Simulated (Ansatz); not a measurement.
CaSe (rock salt), relaxed with LDA (Ansatz, a quantum-chemistry and plane-wave program, plane waves, PAW): a = 5.791 Å, b = 5.791 Å, c = 5.791 Å, α = 90.00°, β = 90.00°, γ = 90.00°.

```
Quantity              Value
--------------------  -----
gap (eV)               1.71
B₀ by P(V) fit (GPa)   57.3
```

**Question.** The same phase is relaxed and computed with HSE06 in the same code. What are the cell and these values now?

**Answer.** a = 5.942 Å, b = 5.942 Å, c = 5.942 Å, α = 90.00°, β = 90.00°, γ = 90.00°.

- gap (eV) = 3.01
- B₀ by P(V) fit (GPa) = 50.7

All cells were relaxed under the symmetry of their starts (and spin orders); stability against distortions was not tested throughout. Scalar-relativistic: spin–orbit coupling is off unless named, which matters more the heavier the elements.

Potentials: the later of the program's two PAW sets.

Ansatz is a plane-wave DFT program.
